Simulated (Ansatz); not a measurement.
Cells of InAs relaxed with r2SCAN (plane waves to 500 eV, PAW, scalar-relativistic; Ansatz, a quantum-chemistry and plane-wave program), each with a space-group label. One label is wrong.

**A**, labelled R3m (No. 160)
```xyz
6
Lattice="2.1568 1.2452 10.6114 -2.1568 1.2452 10.6114 0.0000 -2.4905 10.6114" Properties=species:S:1:pos:R:3 pbc="T T T"
In     0.0000     0.0000     0.0027
In     0.0000     0.0000     7.0775
In     0.0000     0.0000    24.7583
As     0.0000     0.0000     2.6465
As     0.0000     0.0000     9.7306
As     0.0000     0.0000    27.4113
```

**B**, labelled Fm-3m (No. 225)
```
CELL_PARAMETERS angstrom
      0.00000     2.84185     2.84185
      2.84185     0.00000     2.84185
      2.84185     2.84185     0.00000
ATOMIC_POSITIONS crystal
  In 0.00000 0.00000 0.00000
  As 0.50000 0.50000 0.50000
```

**C**, labelled Pm-3m (No. 221)
```xyz
6
Lattice="4.2942 0.0000 0.0000 -2.1471 3.7189 0.0000 0.0000 0.0000 9.6224" Properties=species:S:1:pos:R:3 pbc="T T T"
In     2.1471     0.0000     4.8112
In    -1.0736     1.8594     1.6037
In     1.0736     1.8594     8.0187
As     2.1471     0.0000     0.0000
As    -1.0736     1.8594     6.4149
As     1.0736     1.8594     3.2075
```

**D**, labelled I-43m (No. 217)
```
CELL_PARAMETERS angstrom
     -3.58227     3.58227     3.58227
      3.58227    -3.58227     3.58227
      3.58227     3.58227    -3.58227
ATOMIC_POSITIONS crystal
  As 0.42478 0.42478 0.42478
  As 0.00000 0.00000 0.57522
  As 0.00000 0.57522 0.00000
  As 0.57522 0.00000 0.00000
  In 0.00000 0.50000 0.50000
  In 0.50000 0.00000 0.50000
  In 0.50000 0.50000 0.00000
  In 0.00000 0.00000 0.00000
```

Question: Which label is wrong, and what should it be (tolerance 0.01 Å)?

Answer: C: its symmetry is P6₂22 (No. 180), hP6; a = 4.2942 Å, b = 4.2942 Å, c = 9.6224 Å, α = 90.00°, β = 90.00°, γ = 120.00°.

Each run could gain symmetry but not lose that of its start, so entries can be saddle points. From databases, or of a type measured for this composition: Fm-3m, cF8, rock salt type; the others are generated cells (placed on structure types, drawn at random, substituted or restacked) that were not matched to a known phase here.

No spin polarisation in the result.
